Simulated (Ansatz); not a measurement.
A relaxed structure of CuI is spoiled in several ways and relaxed again each time (noise and exchanges are one random draw each; pressure is positive under compression). These are r2SCAN (plane waves to 500 eV, PAW, scalar-relativistic; Ansatz, an electronic-structure program) values and carry that method's errors.

Space group F-43m (No. 216); a = b = c = 6.023 Å, α = β = γ = 90.00°

```json
[
 {"atom": "I", "site": "4c", "symmetry": "-43m", "x": "0.2500", "y": "0.2500", "z": "0.2500"},
 {"atom": "Cu", "site": "4a", "symmetry": "-43m", "x": "0.0000", "y": "0.0000", "z": "0.0000"}
]
```
(The calculation used a cell of 2 atoms; values per cell refer to that cell.)

```csv
change,first pressure (GPa),first V (Å³/atom),released (eV/atom),moves,outcome,final group,E − E(parent) (eV/atom)
with every coordinate shifted by Gaussian noise of σ = 0.45 Å,7.3,27.31,0.28,5,returns to the parent,F-43m,0.000
with every coordinate shifted by Gaussian noise of σ = 0.3 Å,8.6,27.31,0.39,4,returns to the parent,F-43m,0.000
"deformed by the Cartesian strain tensor (xx, yy, zz, yz, xz, xy) = (0.145, -0.062, -0.016, 0.073, -0.061, 0.010)",0.2,28.60,0.16,7,returns to the parent,F-43m,0.000
"doubled along one cell vector, shaken by Gaussian noise of σ = 0.08 Å a coordinate",0.9,27.31,0.030,4,returns to the parent,F-43m,0.000
```

First-step values come from each run's starting, coarser k-mesh (7×7×7, 6×7×7, 4×7×7). The runs use different k-meshes, so differences are rounded accordingly. No spin polarisation in the result.
